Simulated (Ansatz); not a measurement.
**SrO: structures and their energies**

13 relaxations of SrO ended in 3 distinct structures. Method: PBEsol (plane waves to 420 eV, PAW, scalar-relativistic; Ansatz, an electronic-structure program).

```tsv
#	space group	Pearson	type	E − E(lowest) (eV/atom)	V (Å³/atom)	gap (eV, no SOC)	coordination	runs ending here
1	Fm-3m	cF8	rock salt type	0.000	16.80	3.20	O 6 (octahedral), Sr 6 (octahedral)	11
2	P6₃/mmc	hP4	–	0.074	19.84	2.61	–	1
3	Pm-3m	cP2	CsCl type	0.372	14.60	2.71	Sr 8 (cubic), O 8 (cubic)	1
```

Coordination numbers (neighbours up to the widest gap in distance over summed covalent radii, below 1.35; n+m marks a second, longer set; metal–metal contacts left out). Fm-3m, cF8, rock salt type is the lowest among the structures calculated here.

Space group Fm-3m (No. 225); a = b = c = 5.122 Å, α = β = γ = 90.00°

| atom | site | symmetry | x | y | z |
|---|---|---|---|---|---|
| O | 4a | m-3m | 0.0000 | 0.0000 | 0.0000 |
| Sr | 4b | m-3m | 0.5000 | 0.5000 | 0.5000 |
(The calculation used a cell of 2 atoms; values per cell refer to that cell.)

Each run could gain symmetry but not lose that of its start, so entries can be saddle points. From databases, or of a type measured for this composition: Fm-3m, cF8, rock salt type; the others are generated cells (placed on structure types, drawn at random, substituted or restacked) that were not matched to a known phase here. Static energies at zero pressure. The runs use different k-meshes, so differences are rounded accordingly. No spin polarisation in the result.
